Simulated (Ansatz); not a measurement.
Ga3Mo in space group I4/mmm (No. 139; Ga on 2b, Ga on 4d, Mo on 2a) under volume change, DFT-PBE in the program Ansatz with PAW potentials, shape and atoms relaxed at each volume.

| V (Å³/atom) | E − E(relaxed) (meV/atom) | P (GPa) |
|---|---|---|
| 14.035 | 60.9 | 15.41 |
| 14.497 | 25.4 | 9.35 |
| 14.960 | 6.0 | 4.27 |
| 15.423 | 0.0 | 0.00 |
| 15.885 | 5.3 | -3.58 |
| 16.348 | 20.1 | -6.60 |
| 16.811 | 42.9 | -9.11 |

**Question.** What does a third-order Birch–Murnaghan fit give for V₀, B₀ and B′?

**Answer.** V₀ = 15.42 Å³/atom, B₀ = 130 GPa, B′ = 4.8.

A made-up cell: these elements were put on the sites of a structure type; neither database checked (COD, Materials Project) lists it. Whether it is the stable phase at ambient conditions was not checked. The cell was relaxed with PBE under the symmetry of its start; its stability against distortions is not shown here. No spin polarisation was allowed.

Potentials: the earlier of the program's two PAW sets.
